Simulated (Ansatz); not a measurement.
## What DFT gives for ZrOs

```yaml
crystal:
  lattice:
    - [3.22172, 0.00000, 0.00000]
    - [0.00000, 3.22172, 0.00000]
    - [0.00000, 0.00000, 3.22172]
  atoms:
    - { symbol: Zr, position: [0.50000, 0.50000, 0.50000] }
    - { symbol: Os, position: [0.00000, 0.00000, 0.00000] }
```

Method: r2SCAN, no spin polarisation; PAW, plane waves to 500 eV, 10×10×10 Γ-centred mesh, fermi-dirac occupations (width 0.1 eV) (Ansatz 0.2.0), atoms fixed.

What is the formation energy?

-0.61 eV an atom against the elements' usual phases (free molecules for gases, crystals otherwise, with no correction for O₂ or N₂), so it is bound against them; other compounds may still compete. Relaxing would lower it.

Which element gives electrons and which takes them?

Bader charges in e: Zr +1.64, Os -1.64. In the mean Zr gives up most and Os takes most.

Is there a gap?

It is a metal, with about 0.33 states/eV a cell as the mean within 0.25 eV of the Fermi level, mostly Zr d (49 %) and Os d (30 %).

What do density and ELF say about some of the short contacts?

Zr–Os at 2.79 Å: least valence density 0.33 e/Å³ and ELF 0.23 there. Zr–Zr at 3.22 Å: least valence density 0.17 e/Å³ and ELF 0.17 there. Os–Os at 3.22 Å: least valence density 0.28 e/Å³ and ELF 0.51 there. Both are smooth PAW fields, read partly inside the augmentation spheres.

Origin: a database entry at a rescaled volume. Caveats: atoms or cell far from equilibrium.
